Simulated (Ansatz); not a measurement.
Here is the system:

Mo3Os:
```xyz
4
Lattice="3.9592 0.0000 0.0000 0.0000 3.9592 0.0000 0.0000 0.0000 3.9592" Properties=species:S:1:pos:R:3 pbc="T T T"
Mo     0.0000     1.9796     1.9796
Mo     1.9796     1.9796     0.0000
Mo     1.9796     0.0000     1.9796
Os     0.0000     0.0000     0.0000
```

This is the PBE-relaxed structure.

### Question
All from PBE (plane waves, PAW; program Ansatz), unless another level is named. Give the density of states at the Fermi level.

### Answer
1.0 states/eV per atom (mean over ±0.08 eV).

### Question
Next, the formation energy from the elements (no fitted shifts)?

### Answer
0.20 eV/atom.

### Question
Predict the gap with spin–orbit coupling.

### Answer
none (metallic).

Space group Pm-3m (Cu3Au type). The cell is a constructed one: a structure type filled with these elements; neither database checked (COD, Materials Project) lists it. COD files the formula under space group No. 223, so this cell is another polymorph or a model. Whether it is the stable phase at ambient conditions was not checked. The PBE relaxation kept the symmetry of its start; its stability against distortions is not shown here. The run is not spin-polarised. The references are the lowest solids computed at this level, not always the standard phases. Scalar-relativistic: spin–orbit coupling is off unless named, which matters more the heavier the elements.

Potentials: the earlier of the program's two PAW sets.
